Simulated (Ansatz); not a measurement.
YSe: energy along a strain

YSe, Fm-3m, a = 5.750 Å (as given, not relaxed at this level: -2.5 GPa). The structure is a COD entry; whether it is the stable form wasn't checked. Ansatz: PBEsol, PAW, 420 eV, Γ-centred 14×14×14 mesh on 2 atoms, Gaussian smearing 0.15 eV; no spin polarisation. Cell vectors (Å): 0.000 2.875 2.875; 2.875 0.000 2.875; 2.875 2.875 0.000. The cell is strained by x per cent times the pattern (0 1 0 0 0 0) in the order xx yy zz yz xz xy (engineering shears), with fractional coordinates held. y is the free energy over the start, V0 = 23.764 Å³/atom.

```
x (%) y (meV/atom)
-6.00         43.61
-4.50         17.89
-3.00          3.21
-1.50         -2.24
 0.00          0.00
 1.50          8.61
 3.00         22.43
 4.50         40.38
 5.25             ?
 6.00         61.38
```

Problem. Fit y = c1 x + c2 x² + c3 x³ to the other rows, get the stiffness along the pattern, and predict the missing energy.

Solution. Least squares on the rows shown. y = 3.7833 x + 1.4521 x² − 0.063888 x³. The clamped-ion stiffness p·C·p = 2 × 14.52 eV × 160.2 / 23.764 Å³ = 196 GPa, which is C22 in these axes (C11 of the cubic crystal) (second derivative at the start, which stands under stress). At x = 5.25 the fit asked for gives 50.64 meV/atom. The run gave 50.57 meV/atom, so the fit is 0.07 meV/atom too high, within the rms miss on the fitted rows (0.22 meV/atom).

The cell has an odd number of electrons and ran without spin polarisation, so a magnetic or disproportionated state may lie lower.